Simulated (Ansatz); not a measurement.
In$_{2}$Te$_{3}$:
```yaml
crystal:
  lattice:
    - [-2.15837, 6.43931, 3.03181]
    - [2.15837, -6.43931, 3.03181]
    - [2.15837, 6.43931, -3.03181]
  atoms:
    - { symbol: In, position: [0.39942, 0.23898, 0.16044] }
    - { symbol: In, position: [0.07853, 0.23898, 0.83956] }
    - { symbol: Te, position: [0.68158, 0.03750, 0.64408] }
    - { symbol: Te, position: [0.39342, 0.03750, 0.35592] }
    - { symbol: Te, position: [0.94718, 0.94718, 0.00000] }
```

Relaxed with LDA. Special points in fractions of this cell's reciprocal vectors: Γ (0.000, 0.000, 0.000); X (0.500, -0.500, 0.500); F0 (0.278, -0.278, 0.722); Σ0 (-0.278, 0.278, 0.278); Λ0 (0.305, 0.305, -0.305); G0 (0.695, -0.305, 0.305); R (0.000, 0.500, 0.000); W (0.250, 0.250, 0.250); S (0.500, 0.000, 0.000); T (0.000, 0.000, 0.500).

### Question
List the band energies nearest the valence-band maximum at these points for the program Ansatz at the LDA level (PAW).

### Answer
In eV from the valence-band maximum; about four levels below and three above (degenerate sets whole), none deeper than 8.9 eV; points with the same levels are listed once.

```tsv
k	below	above
Γ	-2.07 -0.71 -0.60 -0.02	0.08 1.75 2.54
X	-2.58 -1.94 -1.46 0.00	0.41 1.32 1.63
F0	-2.75 -2.72 -1.82 -1.74	0.50 1.23 1.68
Λ0	-1.77 -1.64 -1.48 -0.48	0.37 0.87 1.74
R	-2.96 -1.86 -1.47 -0.75	0.33 2.26 2.81
W	-2.74 -2.63 -1.58 -0.81	1.14 1.83 3.12
S	-1.95 -1.95 -1.58 -0.60	0.32 1.74 2.54
T	-2.81 -2.60 -2.00 -1.89	0.39 1.23 2.19
```

Space group Imm2. The workflow started from a Materials Project entry (that database holds measured and hypothetical structures alike); the Crystallography Open Database copy checked does not list it. COD files the formula under space group No. 216, so this cell is another polymorph or a model. Whether it is the stable phase at ambient conditions was not checked. Symmetry was held in the LDA relaxation; of distortions, only those at the zone centre were tested. Scalar-relativistic: spin–orbit coupling is off unless named, which matters more the heavier the elements.

Potentials: the later of the program's two PAW sets.
